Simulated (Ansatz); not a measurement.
Starting cell, BP (zinc blende):

```
BP
1.0
    0.00000     4.54829     4.54829
    2.27414     0.00000     2.27414
    2.27414     2.27414     0.00000
P B
2 2
Direct
  0.37500   0.75000   0.75000
  0.87500   0.75000   0.75000
  0.00000   0.00000   0.00000
  0.50000   0.00000   0.00000
```

The atoms are displaced by Q × the pattern below (from a DFPT mode at L = (0.5, 0.0, 0.0), largest move 1; Q in Å), at fixed cell. It is one choice among 2 degenerate patterns. (q is in reciprocal vectors of the primitive cell; the cell shown is doubled to hold the pattern.)

```csv
atom,x,y,z
P1,0.285,-0.520,0.805
P2,-0.285,0.520,-0.805
B3,-0.263,0.479,-0.742
B4,0.263,-0.479,0.742
```

These are PBE (plane waves to 420 eV, PAW, scalar-relativistic; Ansatz, a program for electronic structure) values and carry that method's errors. k mesh 6×12×12 (Γ-centred), Fermi-Dirac smearing 0.05 eV. Energies are smeared free energies. BP was relaxed with its symmetry unable to fall. The PAW data are Ansatz's earlier set. The zero of ΔE is the undisplaced structure.

```csv
Q (Å),ΔE (meV/cell)
-0.180,244.7
-0.150,169.3
-0.120,108.0
-0.090,60.6
-0.060,withheld
-0.030,6.7
0.000,0.0
0.030,6.7
0.060,withheld
0.090,60.6
0.120,108.0
0.150,169.3
0.180,244.7
```

Problem. Fit an even polynomial form (powers 2, 4) to the given rows and predict ΔE at Q = -0.060.

Solution. Least squares on the 11 given rows: ΔE = (7459)·Q² + (2902)·Q⁴, in meV/cell with Q in Å; root-mean-square residual 0.01 meV/cell. At -0.060 the fit gives 26.9 meV/cell; the calculation gives 26.9 meV/cell, the same to the digits shown. The quadratic term alone would give 26.9 meV/cell.

(For displaced atoms, the force is minus the slope of the energy, and its curvature is a force constant, which sets phonon frequencies.)
